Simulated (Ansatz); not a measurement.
Volume from LDA minus that from r²SCAN (% of the latter), each on its own relaxed cell (Ansatz, a quantum-chemistry and plane-wave program, plane waves, PAW; no spin–orbit coupling, no Hubbard U), over 30 phases of the class «carbides, borides and silicides»: what sign and size do you expect?

Mean -3.4 %, median -3.3 %, mean absolute 3.4 %; eight in ten lie between -5.1 and -2.3 %, and 0 % are above zero.

Some cases that may be named, with their rank among the 30 from the lowest: LaSi2, I4_1/amd (La on 4b, Si on 8e) -5.8 % (rank 1); YC2, MoSi2 or CaC2 type -5.7 % (rank 2); TiSi2, Fddd (Si on 16f, Ti on 8a) -3.3 % (rank 15); Ta2Si, I4/mcm (Ta on 8h, Si on 4a) -3.2 % (rank 16); CoSi, P2_13 (Co on 4a, Si on 4a) -2.2 % (rank 28); Si2W, MoSi2 or CaC2 type -2.0 % (rank 30).

The phases are those computed here (of each formula those with measured values and the lowest at some level), not a balanced benchmark, and neither functional is the truth. Pairs that end in unlike spin orders or unlike minima (c/a over 6 % apart, 30 % for weakly bound crystals), magnets with 4f shells, solids of gases and phases set aside for tests are left out.

Standing as an ambient phase not checked: LaSi2, I4_1/amd (La on 4b, Si on 8e); YC2, MoSi2 or CaC2 type; Ta2Si, I4/mcm (Ta on 8h, Si on 4a). Began spin-polarised and lost the moments: CoSi, P2_13 (Co on 4a, Si on 4a) with r²SCAN. All cells were relaxed under the symmetry of their starts (and spin orders); stability against distortions was not tested throughout. Named crystals with no word on spin ran without spin polarisation. Spin–orbit coupling is left out wherever it is not named.

Potentials: the later of the program's two PAW sets.

Ansatz is a plane-wave DFT program.
